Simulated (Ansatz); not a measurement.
**Two states of SrLi₂Nb₂O₆**

```xyz
11
Lattice="-2.8294 2.8428 0.0017 2.8233 -0.0005 9.0142 2.8243 2.8377 -0.0005" Properties=species:S:1:pos:R:3 pbc="T T T"
O     0.0038    2.8397    3.8406
Sr    2.7486    0.0556    8.9451
O     2.8657    2.8087    8.9796
Nb    2.7715    2.7850    6.9773
Nb   -0.0072    2.8068    2.0680
Li    1.3392    1.3990    4.4937
Li    1.4198    4.2830    4.5503
O     1.3864    1.3785    1.9821
O     1.3617    1.4655    7.1261
O     1.3528    4.3266    7.0483
O     1.3955    4.2172    1.8935
```

The numbers come from plane-wave PAW DFT (Ansatz): PBE, 420 eV, 5×2×5 (shifted by 0.5, 0.5, 0 steps) k points, fermi-dirac occupations (width 0.1 eV). Nothing was relaxed.

State A: no moments (collinear spin). State B: Nb4 up (collinear spin).

Problem. Which state is lower, and how do they differ?

Solution. State B is lower by 16.7 meV an atom at zero smearing; in free energy at this smearing B lies -12.3 meV an atom from A.

```json
{"state": "A", "free energy (meV/atom)": "12.3", "largest moment in a small sphere (μB)": "0.00", "net moment (μB/cell)": "0.00", "gap on mesh (eV)": "metal", "pressure (GPa)": "3.7", "largest force (eV/Å)": "4.53"}
{"state": "B", "free energy (meV/atom)": "0.0", "largest moment in a small sphere (μB)": "0.32", "net moment (μB/cell)": "1.63", "gap on mesh (eV)": "metal", "pressure (GPa)": "4.0", "largest force (eV/Å)": "4.98"}
```

Origin: a cell with a point defect, so it need not be a known compound. Caveats: the k mesh is coarse if the cell is a metal; atoms or cell far from equilibrium; the input typed no starting moments; correlation that this level lacks may open a gap in such a compound.
